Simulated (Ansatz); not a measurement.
Mg$_{3}$CdO$_{4}$:
```
Mg3CdO4
1.0
    4.39134     0.00000     0.00000
    0.00000     4.39134     0.00000
    0.00000     0.00000     4.39134
Mg Cd O
3 1 4
Direct
  0.00000   0.50000   0.50000
  0.50000   0.00000   0.50000
  0.50000   0.50000   0.00000
  0.00000   0.00000   0.00000
  0.50000   0.00000   0.00000
  0.00000   0.50000   0.00000
  0.00000   0.00000   0.50000
  0.50000   0.50000   0.50000
```

Relaxed with PBEsol. Special points in fractions of this cell's reciprocal vectors: Γ (0.000, 0.000, 0.000); X (0.000, 0.500, 0.000); M (0.500, 0.500, 0.000); R (0.500, 0.500, 0.500).

List the band energies nearest the valence-band maximum at these points for plane-wave PAW PBEsol (Ansatz code).

In eV from the valence-band maximum; about four levels below and three above (degenerate sets whole), none deeper than 8.9 eV; points with the same levels are listed once.

```csv
k,below,above
Γ,-3.14 -3.14 -3.14 -1.98 -1.98 -1.98,1.09 5.37 6.72 6.72
X,-2.70 -2.70 -2.50 -2.33 -2.33,4.63 4.87 8.07
M,-2.45 -2.45 -2.45 0.00,6.14 6.23 6.23
R,-2.16 -2.16 -2.16 0.00 0.00,4.87 4.87 4.87
```

Space group Pm-3m. The workflow started from a Materials Project entry (that database holds measured and hypothetical structures alike); the Crystallography Open Database copy checked does not list it. With Mg and Cd taken as one species the cell has the higher symmetry Fm-3m, so it may be an ordered model of a mixed-site phase. Whether it is the stable phase at ambient conditions was not checked. The cell was relaxed with PBEsol under the symmetry of its start; of distortions, only those at the zone centre were tested. Spin–orbit coupling is left out wherever it is not named.

Potentials: the later of the program's two PAW sets.
